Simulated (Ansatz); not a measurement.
Cr:
```xyz
2
Lattice="0.0000 2.5470 2.5470 2.5470 0.0000 2.5470 2.5470 2.5470 0.0000" Properties=species:S:1:pos:R:3 pbc="T T T"
Cr     0.0000     0.0000     0.0000
Cr     1.2735     1.2735     1.2735
```

Relaxed with PBE. Special points in fractions of this cell's reciprocal vectors: Γ (0.000, 0.000, 0.000); X (0.500, 0.000, 0.500); U (0.625, 0.250, 0.625); K (0.375, 0.375, 0.750); L (0.500, 0.500, 0.500); W (0.500, 0.250, 0.750).

Task: List the band energies nearest the Fermi level at these points for the program Ansatz at the PBE level (PAW).

Result: In eV from the Fermi level; about four levels below and three above (degenerate sets whole), none deeper than 8.9 eV; points with the same levels are listed once.

```
k                          below                above
-  -----------------------------  -------------------
Γ  -1.53 -1.53 -1.06 -1.06 -1.06       1.08 1.08 1.08
X        -0.98 -0.98 -0.10 -0.10  0.77 0.77 3.01 3.01
U        -2.27 -1.29 -0.67 -0.25       0.27 0.37 0.68
L  -1.43 -1.43 -1.08 -1.08 -0.04  1.83 1.83 2.78 2.78
W        -0.64 -0.64 -0.03 -0.03  0.29 0.29 3.31 3.31
```

Space group Fd-3m (diamond). The start of the workflow was typed in or built on a structure type; neither database checked (COD, Materials Project) lists it. It is not the phase usual at ambient conditions (space group No. 229). Symmetry was held in the PBE relaxation; its stability against distortions is not shown here. The workflow began spin-polarised and lost its moments.

Potentials: the earlier of the program's two PAW sets.
